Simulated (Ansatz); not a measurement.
W (bcc (W type)), relaxed and computed with several functionals in Ansatz (plane waves, PAW). Much of their spread follows the volume that each gives.

```
functional  V (Å³/atom)  B₀ by P(V) fit (GPa)
----------  -----------  --------------------
PBE+D3(BJ)        15.77                   320
PBE               16.13                   304
LDA               15.42                     ?
r²SCAN+D4         15.81                   324
PBEsol            15.69                   324
```

Task: Fit a straight line to ln B₀ against ln V and predict the withheld value.

Result: Least squares on the 4 shown rows: ln B₀ = -2.39 × ln V + (12.366), with a scatter of 0.8 %. For LDA this gives 340. The run itself gave 335, a miss of 1.5 % of that.

All cells were relaxed under the symmetry of their starts (and spin orders); stability against distortions was not tested throughout. Rows with no word on spin ran without spin polarisation. Spin–orbit coupling is left out wherever it is not named.

Potentials: the later of the program's two PAW sets.

Ansatz (a first-principles code) is a plane-wave DFT program.
